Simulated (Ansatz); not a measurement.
A geometry of SnO₂ away from equilibrium: step 3 of the relaxation of a relaxed SnO2 cell, doubled along one cell vector, shaken by Gaussian noise of σ = 0.08 Å a coordinate. Method: r2SCAN (plane waves to 500 eV, PAW, scalar-relativistic; Ansatz, a first-principles code). Γ-centred k-mesh 9×5×9 on the run's cell (coarser than for final values), Fermi–Dirac smearing 0.05 eV. The plane waves were selected for a different cell earlier on the path.

```yaml
crystal:
  lattice:
    - [1.52997, 0.89365, 4.91873]
    - [-3.07675, 1.78636, 9.84274]
    - [-0.00461, -1.76865, 4.91686]
  atoms:
    - { symbol: Sn, position: [0.00379, 0.99581, 0.98784] }
    - { symbol: Sn, position: [0.01152, 0.50024, 0.98771] }
    - { symbol: O, position: [0.26352, 0.12338, 0.23550] }
    - { symbol: O, position: [0.26335, 0.62131, 0.24318] }
    - { symbol: O, position: [0.42459, 0.19935, 0.40974] }
    - { symbol: O, position: [0.42417, 0.70181, 0.41056] }
```

**Question.** Give the Cartesian forces on all atoms (eV/Å).

**Answer.** 
```
atom     Fx     Fy     Fz
----  -----  -----  -----
Sn1    0.03   0.14   0.13
Sn2    0.27  -0.33  -0.06
O3    -0.15   0.00  -0.17
O4    -0.01   0.07  -0.04
O5    -0.04  -0.02   0.08
O6    -0.11   0.14   0.06
```

The path ends in R-3m (No. 166). No spin polarisation in the result. No dispersion correction is included, so spacings between layers, chains or molecules are soft and tend to come out too large.

Of the parent cell (R3m (No. 160)): The first start was generated by placing the elements on the sites of a structure type. Materials Project lists a structure of SnO2 in the same space group, R3m (No. 160); the sites were not compared with it, nor with measured phases. Known forms of SnO2 include space group No. 136.

The first start was generated by placing the elements on the sites of a structure type. Materials Project lists a structure of SnO2 in the same space group, R-3m (No. 166); the sites were not compared with it, nor with measured phases. Known forms of SnO2 include space group No. 136.
